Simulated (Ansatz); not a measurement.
Polymorphs of Al2Au, each relaxed with plane-wave PAW r²SCAN (Ansatz code):

A: fluorite or antifluorite type (Fm-3m)
a = 6.0099 Å, b = 6.0099 Å, c = 6.0099 Å, α = 90.00°, β = 90.00°, γ = 90.00°

| atom | site | symmetry | x | y | z |
|---|---|---|---|---|---|
| Al | 8c | -43m | 0.2500 | 0.2500 | 0.2500 |
| Au | 4a | m-3m | 0.0000 | 0.0000 | 0.0000 |

B: MoSi2 or CaC2 type (I4/mmm)
a = b = 3.6364 Å, c = 7.6544 Å, α = β = γ = 90.00°

| atom | site | symmetry | x | y | z |
|---|---|---|---|---|---|
| Au | 2a | 4/mmm | 0.0000 | 0.0000 | 0.0000 |
| Al | 4e | 4mm | 0.0000 | 0.0000 | 0.3355 |

Problem. Order them by energy per atom at 0 K (lowest first) at the level r²SCAN.

Solution. A (+0 meV/atom), B (+309 meV/atom)

Constructed cells (a structure type filled with these elements, in neither database checked): B. All cells were relaxed under the symmetry of their starts (and spin orders); stability against distortions was not tested throughout. Spin–orbit coupling is left out wherever it is not named.

Energies hold the estimated change up to a 700 eV cutoff; steps of a few meV lie near the error of the meshes.

Potentials: the earlier of the program's two PAW sets. The files were generated under PBE; for other functionals the program regenerates the frozen cores, and for LDA and PBEsol the local potential too.
